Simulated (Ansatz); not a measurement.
Given:

YSiNi4:
```yaml
crystal:
  lattice:
    - [2.51483, -4.05770, 0.00000]
    - [2.51483, 4.05770, 0.00000]
    - [0.00000, 0.00000, 3.90999]
  atoms:
    - { symbol: Y, position: [0.00000, 0.00000, 0.00000] }
    - { symbol: Si, position: [0.50000, 0.50000, 0.50000] }
    - { symbol: Ni, position: [0.34176, 0.65824, 0.00000] }
    - { symbol: Ni, position: [0.65824, 0.34176, 0.00000] }
    - { symbol: Ni, position: [0.50000, 0.00000, 0.50000] }
    - { symbol: Ni, position: [0.00000, 0.50000, 0.50000] }
```

This is the r²SCAN-relaxed structure.

All from the program Ansatz at the r²SCAN level (PAW), unless another level is named. Estimate the electronic character.

metallic (no gap).

And the density of states at the Fermi level?

0.62 states/eV per atom (mean over ±0.08 eV).

What about the formation energy from the elements (no fitted shifts)?

-0.60 eV/atom.

Space group Cmmm. The first step of the workflow began from a Materials Project structure, measured or hypothetical; the Crystallography Open Database copy checked does not list it. Its standing as an ambient phase is unchecked. The r²SCAN relaxation kept the symmetry of its start; whether a distortion lowers the energy is not shown. No spin polarisation was allowed. The references are the lowest solids computed at this level, not always the standard phases. Scalar-relativistic: spin–orbit coupling is off unless named, which matters more the heavier the elements.

Potentials: the later of the program's two PAW sets.
